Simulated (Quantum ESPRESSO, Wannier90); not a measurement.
## Wannierisation of TlBr (CsCl type)

```
begin unit_cell_cart
ang
    3.9999100000    0.0000000000    0.0000000000
    0.0000000000    3.9999100000    0.0000000000
    0.0000000000    0.0000000000    3.9999100000
end unit_cell_cart
begin atoms_frac
Tl   0.0000000000  0.0000000000  0.0000000000
Br   0.5000000000  0.5000000000  0.5000000000
end atoms_frac
```

Cell from Materials Project (mp-22875), symmetrised, no further relaxation. COD (Crystallography Open Database) has an entry of this formula and space group (matched by these alone). Method: PBE plane waves in Quantum ESPRESSO 7.5 (PseudoDojo norm-conserving files, 49 Ry, no spin polarisation, no spin-orbit coupling), Bloch states on a 8×8×8 mesh through Γ, Wannier90 4.0.1. Density: 8×8×8 mesh, cold smearing 0.01 Ry. Spin-orbit coupling is left out although heavy elements are present.

Bands 1,7-10 form an isolated set from -13.65 to 0.00 eV relative to the valence-band maximum (on the path) and are turned into 5 Wannier functions by minimising the spread from the start: s functions at random places. Bands 2–6 (Tl 5d 100 %) lie between the kept ones and are excluded.

Centres (Cartesian, Å; one of the equivalent choices) and spreads:

```
n       x       y       z  spread (Å²)  nearest atom
-  ------  ------  ------  -----------  ------------
1   0.000   0.000   0.000        2.258           Tl1
2   1.858   2.206  -1.596        1.754           Br2
3  -2.142   1.547  -2.005        1.757           Br2
4  -1.528   2.014   1.975        1.765           Br2
5   1.815  -1.769   1.626        1.750           Br2
```

Ω_I = 8.28 Å², Ω_total = 9.28 Å²; the interpolated bands follow pw.x to 1.1 meV rms on the path. It is the lowest total spread that any start reached here.
